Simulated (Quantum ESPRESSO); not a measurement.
pw.x input (Quantum ESPRESSO 7.5; LDA, PseudoDojo standard norm-conserving files, scalar-relativistic):

```
&CONTROL
  calculation = 'scf'
  pseudo_dir = './pseudo'
  outdir = './out'
  tprnfor = .true.
  tstress = .true.
/
&SYSTEM
  ibrav = 0
  nat = 4
  ntyp = 2
  ecutwfc = 84.0
  ecutrho = 336.0
  occupations = 'smearing'
  smearing = 'fd'
  degauss = 0.002
  nbnd = 19
/
&ELECTRONS
  conv_thr = 4e-10
/
ATOMIC_SPECIES
O 15.9990 O.upf
Cs 132.9055 Cs.upf
CELL_PARAMETERS angstrom
 -2.091323970000   3.101922808000   3.647185443000
  2.091323970000  -3.101922808000   3.647185443000
  2.091323970000   3.101922808000  -3.647185443000
ATOMIC_POSITIONS crystal
O   0.617910800600  -0.000000000000   0.617910800600
O   0.382089199400   0.000000000000   0.382089199400
Cs   0.251879557900   0.251879557900   0.000000000000
Cs   0.748120442100   0.748120442100   0.000000000000
K_POINTS automatic
8 8 8 0 0 0
```

End of the output:

```

[...]
     the Fermi energy is     8.3641 ev
!    total energy              =    -159.79663466 Ry
     estimated scf accuracy    <          2.8E-10 Ry
     smearing contrib. (-TS)   =      -0.00000000 Ry
     internal energy E=F+TS    =    -159.79663466 Ry
     The total energy is F=E-TS. E is the sum of the following terms:
     one-electron contribution =     -43.02946818 Ry
     hartree contribution      =      37.80151186 Ry
     xc contribution           =     -44.06247288 Ry
     ewald contribution        =    -110.50620546 Ry
     convergence has been achieved in  11 iterations
     Forces acting on atoms (cartesian axes, Ry/au):
     atom    1 type  1   force =    -0.00000000    0.00016591    0.00000000
     atom    2 type  1   force =    -0.00000000   -0.00016591   -0.00000000
     atom    3 type  2   force =     0.00000000    0.00000000   -0.00006681
     atom    4 type  2   force =     0.00000000    0.00000000    0.00006681
     Total force =     0.000253     Total SCF correction =     0.000041
     SCF correction compared to forces is large: reduce conv_thr to get better values
     Computing stress (Cartesian axis) and pressure
          total   stress  (Ry/bohr**3)                   (kbar)     P=       -0.12
  -0.00000115   0.00000000   0.00000000           -0.17        0.00        0.00
   0.00000000  -0.00000004   0.00000000            0.00       -0.01        0.00
   0.00000000   0.00000000  -0.00000122            0.00        0.00       -0.18
```
In a gapped system the printed Fermi energy is only some level inside the gap.

Geometry relaxed with LDA.
